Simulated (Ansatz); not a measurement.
NbP in space group P6/mmm (No. 191; Nb on 3f, P on 1a, P on 2d) under volume change, plane-wave PAW PBE (Ansatz code), shape and atoms relaxed at each volume.

```tsv
V (Å³/atom)	E − E(relaxed) (meV/atom)	P (GPa)
16.458	82.6	17.67
17.001	34.7	10.81
17.543	8.2	4.98
18.086	0.0	0.00
18.628	7.4	-4.25
19.171	28.1	-7.88
19.714	60.1	-10.96
```

Task: What does a third-order Birch–Murnaghan fit give for V₀, B₀ and B′?

Result: V₀ = 18.09 Å³/atom, B₀ = 153 GPa, B′ = 4.3.

The cell is a constructed one: a structure type filled with these elements; neither database checked (COD, Materials Project) lists it. COD files the formula under space group No. 141, so this cell is another polymorph or a model. Whether it is the stable phase at ambient conditions was not checked. Symmetry was held in the PBE relaxation; whether a distortion lowers the energy is not shown. The run is not spin-polarised.

Potentials: the later of the program's two PAW sets.
